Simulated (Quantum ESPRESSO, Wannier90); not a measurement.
# Tight-binding from DFT: Mg3ZnO4 (P4/mmm)

Structure: Materials Project mp-1222124, symmetrised, not relaxed again. Not found in the COD (Crystallography Open Database) copy used; not checked further. Computed values, not measurements, from LDA: Quantum ESPRESSO (norm-conserving PseudoDojo potentials, cutoff 68 Ry, no spin polarisation, no spin-orbit coupling) on a Γ-centred 6×6×4 mesh, then Wannier90. Density: 10×10×4 mesh, cold smearing 0.01 Ry.

```
begin unit_cell_cart
ang
    3.0261900000    0.0000000000    0.0000000000
    0.0000000000    3.0261900000    0.0000000000
    0.0000000000    0.0000000000    8.5532400000
end unit_cell_cart
mp_grid = 6 6 4
```

Which shells of neighbouring k-points and which b-vectors and weights does Wannier90 pick for this cell and mesh?


```
 *---------------------------------- K-MESH ----------------------------------*
 +----------------------------------------------------------------------------+
 |                    Distance to Nearest-Neighbour Shells                    |
 |                    ------------------------------------                    |
 |          Shell             Distance (Ang^-1)          Multiplicity         |
 |          -----             -----------------          ------------         |
 |             1                   0.183649                      2            |
 |             2                   0.346045                      4            |
 |             3                   0.367299                      2            |
 |             4                   0.391758                      8            |
 |             5                   0.489381                      4            |
 |             6                   0.504634                      8            |
 |             7                   0.522706                      8            |
 |             8                   0.550948                      2            |
       ... (lines left out)
 +----------------------------------------------------------------------------+
 | The b-vectors are chosen automatically                                     |
 | The following shells are used:                       1,  2                 |
 +----------------------------------------------------------------------------+
 |                        Shell   # Nearest-Neighbours                        |
 |                        -----   --------------------                        |
 |                          1               2                                 |
 |                          2               4                                 |
 +----------------------------------------------------------------------------+
 | Completeness relation is fully satisfied [Eq. (B1), PRB 56, 12847 (1997)]  |
 +----------------------------------------------------------------------------+
 |                  b_k Vectors (Ang^-1) and Weights (Ang^2)                  |
 |                  ----------------------------------------                  |
 |            No.         b_k(x)      b_k(y)      b_k(z)        w_b           |
 |            ---        --------------------------------     --------        |
 |             1         0.000000    0.000000    0.183649    14.824893        |
 |             2         0.000000    0.000000   -0.183649    14.824893        |
 |             3         0.000000    0.346045    0.000000     4.175468        |
 |             4         0.346045    0.000000    0.000000     4.175468        |
 |             5         0.000000   -0.346045    0.000000     4.175468        |
 |             6        -0.346045    0.000000    0.000000     4.175468        |
```
